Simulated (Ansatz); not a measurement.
Relaxed LiCl (rock salt):

```yaml
crystal:
  lattice:
    - [0.00000, 2.57520, 2.57520]
    - [2.57520, 0.00000, 2.57520]
    - [2.57520, 2.57520, 0.00000]
  atoms:
    - { symbol: Cl, position: [0.00000, 0.00000, 0.00000] }
    - { symbol: Li, position: [0.50000, 0.50000, 0.50000] }
```

Scan: atom 1 (Cl, nearest neighbour Li at 2.575 Å; its periodic images, 3.6 Å or more away, move with it) is displaced along Cartesian [110], direction (0.707, 0.707, 0.000) in Cartesian axes, by s. The other atoms stay.

Method: PBE (plane waves to 420 eV, PAW, scalar-relativistic; Ansatz, a first-principles code). k mesh 9×9×9 (Γ-centred), Fermi-Dirac smearing 0.05 eV. The energy includes the smearing's −TS. LiCl was relaxed with its symmetry unable to fall. ΔE is measured from the undisplaced structure.

```csv
s (Å),ΔE (meV/cell)
-0.260,withheld
-0.208,13.8
-0.156,7.5
-0.104,3.3
-0.052,0.8
0.000,0.0
0.052,0.8
0.104,3.3
0.156,7.5
0.208,13.8
0.260,withheld
```

Problem. Fit an even polynomial form (powers 2, 4) to the given rows and predict ΔE at s = -0.260.

Solution. Least squares on the 9 given rows: ΔE = (296.6)·s² + (514.0)·s⁴, in meV/cell with s in Å; root-mean-square residual 0.02 meV/cell. At -0.260 the fit gives 22.4 meV/cell; the calculation gives 22.3 meV/cell, so the extrapolation is off by 0.1 (+0.4 %). The quadratic term alone would give 20.1 meV/cell.

(A displaced cell: forces are minus the slopes of the energy, force constants its curvatures, and phonons follow from these.)
